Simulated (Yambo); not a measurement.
```
MgS
1.0
    0.00000     2.82619     2.82619
    2.82619     0.00000     2.82619
    2.82619     2.82619     0.00000
Mg S
1 1
Cartesian
  0.00000   0.00000   0.00000
  1.41309   1.41309   1.41309
```

MgS (zinc blende, space group F-43m, No. 216): mean Im ε in 1 eV windows above the direct gap of 5.19 eV, for different electron-hole kernels (Yambo, broadening 0.15 eV, PBEsol (Quantum ESPRESSO, PseudoDojo norm-conserving, 84 Ry, without SOC) bands; 10×10×10 mesh, 3 valence and 4 conduction bands, static screening with 22 bands and a 4 Ry block, scissor 1.88 eV, Tamm-Dancoff; field along x).

| window (eV) | independent quasiparticles | RPA (no attraction) | BSE |
|---|---|---|---|
| 5.2 to 6.2 | 0.9 | 0.8 | 7.5 |
| 6.2 to 7.2 | 3.1 | 2.4 | 7.0 |
| 7.2 to 8.2 | 8.2 | 6.6 | 4.5 |
| 8.2 to 9.2 | 6.6 | 4.1 | 5.0 |
| 9.2 to 10.2 | 7.2 | 3.9 | 4.0 |

This run doesn't resolve bound excitons or single peaks, so only averages are given, and they too depend on the mesh; weight that the attraction moves below the gap isn't listed. All transitions below 11.17 eV are in the band window. The scissor comes from a G0W0 run whose convergence isn't established.

Geometry relaxed with PBEsol.

This is not the ordinary phase of the substance; no match was found in the copy of COD used, and its stability was not checked.
